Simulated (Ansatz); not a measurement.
Here is the system:

ScAl3:
Space group Pm-3m (No. 221); a = 4.0858 Å, b = 4.0858 Å, c = 4.0858 Å, α = 90.00°, β = 90.00°, γ = 90.00°

```tsv
atom	site	symmetry	x	y	z
Sc	1a	m-3m	0.0000	0.0000	0.0000
Al	3c	4/mm.m	0.0000	0.5000	0.5000
```

This is the r²SCAN-relaxed structure.

Task: All from the program Ansatz at the r²SCAN level (PAW), unless another level is named. Predict the density of states at the Fermi level.

Result: 0.31 states/eV per atom (mean over ±0.08 eV).

Task: Give the formation energy from the elements (no fitted shifts).

Result: -0.49 eV/atom.

The cell was relaxed with r²SCAN under the symmetry of its start. The run is not spin-polarised. The references are the lowest solids computed at this level, not always the standard phases.

Potentials: the earlier of the program's two PAW sets. The files were generated under PBE; for other functionals the program regenerates the frozen cores, and for LDA and PBEsol the local potential too.
